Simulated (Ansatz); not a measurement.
TiN:
```yaml
crystal:
  lattice:
    - [0.00000, 2.11619, 2.11619]
    - [2.11619, 0.00000, 2.11619]
    - [2.11619, 2.11619, 0.00000]
  atoms:
    - { symbol: Ti, position: [0.50000, 0.50000, 0.50000] }
    - { symbol: N, position: [0.00000, 0.00000, 0.00000] }
```

Relaxed with r²SCAN.

**Question.** Map the electron localisation function on the plane through (0.500, 0.500, 0.500) spanned by u = [1, 0, 0] and v = [0, 1, -1] in lattice vectors, from the program Ansatz at the r²SCAN level (PAW).

**Answer.** x is the fraction of u, y of v (the angle between them is 90°; rows are the nearest grid lines); atoms in the plane: Ti at (0.00, 0.00), N at (0.50, 0.50).
```
y \ x   0.000  0.0625  0.188  0.250  0.375  0.438  0.562  0.625  0.750  0.812  0.938   1.00
------  -----  ------  -----  -----  -----  -----  -----  -----  -----  -----  -----  -----
1.00    0.006   0.074  0.657  0.497  0.081  0.119  0.119  0.081  0.497  0.657  0.074  0.006
0.938   0.068   0.205  0.644  0.431  0.095  0.169  0.169  0.095  0.431  0.644  0.205  0.068
0.875   0.463   0.537  0.555  0.261  0.183  0.364  0.364  0.183  0.261  0.555  0.537  0.463
0.750   0.497   0.432  0.139  0.185  0.721  0.793  0.793  0.721  0.185  0.139  0.432  0.497
0.688   0.159   0.133  0.184  0.473  0.811  0.806  0.806  0.811  0.473  0.184  0.133  0.159
0.625   0.081   0.095  0.446  0.721  0.779  0.666  0.666  0.779  0.721  0.446  0.095  0.081
0.562   0.119   0.169  0.638  0.793  0.665  0.326  0.326  0.665  0.793  0.638  0.169  0.119
0.438   0.119   0.169  0.638  0.793  0.665  0.326  0.326  0.665  0.793  0.638  0.169  0.119
0.375   0.081   0.095  0.446  0.721  0.779  0.666  0.666  0.779  0.721  0.446  0.095  0.081
0.312   0.159   0.133  0.184  0.473  0.811  0.806  0.806  0.811  0.473  0.184  0.133  0.159
0.250   0.497   0.432  0.139  0.185  0.721  0.793  0.793  0.721  0.185  0.139  0.432  0.497
0.125   0.463   0.537  0.555  0.261  0.183  0.364  0.364  0.183  0.261  0.555  0.537  0.463
0.0625  0.068   0.205  0.644  0.431  0.095  0.169  0.169  0.095  0.431  0.644  0.205  0.068
0.000   0.006   0.074  0.657  0.497  0.081  0.119  0.119  0.081  0.497  0.657  0.074  0.006
```

The density is the valence pseudo-density with augmentation charge, so density and ELF within about 1 Å of a nucleus are not all-electron values.

Space group Fm-3m (rock salt). The r²SCAN relaxation kept the symmetry of its start. No spin polarisation was allowed. The volume moved by -19 % from the start of the relaxation.

Potentials: the later of the program's two PAW sets.
